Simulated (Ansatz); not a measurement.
BaF2 (fluorite)

```yaml
crystal:
  lattice:
    - [0.00000, 3.12321, 3.12321]
    - [3.12321, 0.00000, 3.12321]
    - [3.12321, 3.12321, 0.00000]
  atoms:
    - { symbol: Ba, position: [0.00000, 0.00000, 0.00000] }
    - { symbol: F, position: [0.25000, 0.25000, 0.25000] }
    - { symbol: F, position: [0.75000, 0.75000, 0.75000] }
```

E(V) scan at fixed shape, V₀ the volume above. Symmetry pins the atoms to their sites.

All values below come from PBE (plane waves to 420 eV, PAW, scalar-relativistic; Ansatz, an electronic-structure program). k mesh 9×9×9 (Γ-centred), Fermi-Dirac smearing 0.05 eV. E stands for the smeared free energy. Stress and pressure are positive under compression. BaF2 was relaxed with its symmetry unable to fall. ΔE is measured from the relaxed starting cell.

```
V (Å³/atom)  ΔE (meV/atom)
-----------  -------------
19.092                13.9
19.335                 8.7
19.579                 4.8
19.823            withheld
20.066                 0.6
20.310                 0.0
20.554                 0.5
20.798                 1.9
21.041                 4.2
21.285                 7.2
21.529                11.0
```

Problem. Fit a third-order Birch-Murnaghan form (E₀, V₀, B₀, B₀′ free) to the given rows and predict ΔE at V = 19.823.

Solution. Least squares on the 10 given rows: ΔE = E₀ + (9V₀B₀/16)·y²·[2 + (B₀′ − 4)y], y = (V₀/V)^(2/3) − 1, with V₀ = 20.311 Å³/atom, B₀ = 53.84 GPa (160.2 GPa = 1 eV/Å³; the term in eV is multiplied by 1000), B₀′ = 4.78, E₀ = 0.04 meV/atom; root-mean-square residual 0.03 meV/atom. At 19.823 the fit gives 2.1 meV/atom; the calculation gives 2.1 meV/atom, the same to the digits shown. For the pressure the fit gives 1.39 GPa against the computed 1.39 GPa.

(A scan under strain: stresses follow from slopes of the energy per volume, elastic moduli from its curvatures.)
